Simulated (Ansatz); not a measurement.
SrZrO₃ (cubic perovskite)

```
CELL_PARAMETERS angstrom
      4.12994     0.00000     0.00000
      0.00000     4.12994     0.00000
      0.00000     0.00000     4.12994
ATOMIC_POSITIONS crystal
  Sr 0.50000 0.50000 0.50000
  Zr 0.00000 0.00000 0.00000
  O  0.00000 0.50000 0.00000
  O  0.50000 0.00000 0.00000
  O  0.00000 0.00000 0.50000
```

E(V) scan at fixed shape, V₀ the volume above. Symmetry pins the atoms to their sites.

The numbers are results of PBEsol (plane waves to 420 eV, PAW, scalar-relativistic; Ansatz, an electronic-structure program), not measurements. k mesh 8×8×8 (Γ-centred), Fermi-Dirac smearing 0.05 eV. The energy includes the smearing's −TS. Stress and pressure are positive under compression. SrZrO3 is run without spin polarisation. SrZrO3 was relaxed with its symmetry unable to fall. This is a high-temperature form of SrZrO3. The zero of ΔE is the relaxed starting cell.

```
V (Å³/atom)  ΔE (meV/atom)
-----------  -------------
12.680                87.1
12.914                58.6
13.149                36.3
13.384                19.8
13.619                 8.5
13.854                 2.0
14.088                 0.0
14.323                 1.9
14.558                 7.6
14.793            withheld
15.028                28.6
15.262                43.6
15.497                61.0
```

Problem. Fit a third-order Birch-Murnaghan form (E₀, V₀, B₀, B₀′ free) to the given rows and predict ΔE at V = 14.793.

Solution. Least squares on the 12 given rows: ΔE = E₀ + (9V₀B₀/16)·y²·[2 + (B₀′ − 4)y], y = (V₀/V)^(2/3) − 1, with V₀ = 14.088 Å³/atom, B₀ = 164.5 GPa (160.2 GPa = 1 eV/Å³; the term in eV is multiplied by 1000), B₀′ = 4.33, E₀ = -0.02 meV/atom; root-mean-square residual 0.04 meV/atom. At 14.793 the fit gives 16.6 meV/atom; the calculation gives 16.6 meV/atom, the same to the digits shown. For the pressure the fit gives -7.2 GPa against the computed -7.2 GPa.

(A scan under strain: stresses follow from slopes of the energy per volume, elastic moduli from its curvatures.)
